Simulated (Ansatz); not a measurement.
SnO (litharge type, space group P4/nmm)

```yaml
crystal:
  lattice:
    - [3.83618, 0.00000, 0.00000]
    - [0.00000, 3.83618, 0.00000]
    - [0.00000, 0.00000, 4.75736]
  atoms:
    - { symbol: Sn, position: [0.50000, 0.00000, 0.24343] }
    - { symbol: Sn, position: [0.00000, 0.50000, 0.75657] }
    - { symbol: O, position: [0.00000, 0.00000, 0.00000] }
    - { symbol: O, position: [0.50000, 0.50000, 0.00000] }
```

In this cell atom 2 (Sn, nearest neighbour O at 2.241 Å; its periodic images, 3.8 Å or more away, move with it) is moved by s along Cartesian [110], unit vector (0.707, 0.707, 0.000); all other atoms and the cell stay fixed.

Computed with PBE-D3(BJ) (plane waves to 420 eV, PAW, scalar-relativistic; Ansatz, a program for electronic structure). k mesh 10×10×8 (Γ-centred), Fermi-Dirac smearing 0.05 eV. The energy includes the smearing's −TS. With partly filled bands, energies and forces of such displacements shift with the k mesh and the smearing. At this level the bands of SnO touch or barely overlap; measurements give the solid a gap. SnO was relaxed with its symmetry unable to fall. The PAW data are Ansatz's earlier set. ΔE is measured from the undisplaced structure. The last digit holds for this mesh only.

```tsv
s (Å)	ΔE (meV/cell)
-0.670	withheld
-0.536	710.7
-0.402	385.5
-0.268	165.7
-0.134	40.4
0.000	0.0
0.134	40.4
0.268	165.7
0.402	385.5
0.536	710.7
0.670	withheld
```

### Question
Fit an even polynomial form (powers 2, 4, 6) to the given rows and predict ΔE at s = -0.670.

### Answer
Least squares on the 9 given rows: ΔE = (2234)·s² + (1069)·s⁴ + (-818.4)·s⁶, in meV/cell with s in Å; root-mean-square residual 0.04 meV/cell. At -0.670 the fit gives 1144.2 meV/cell; the calculation gives 1145.6 meV/cell, so the extrapolation is off by -1.4 (-0.1 %). The quadratic term alone would give 1002.8 meV/cell.

(For displaced atoms, the force is minus the slope of the energy, and its curvature is a force constant, which sets phonon frequencies.)
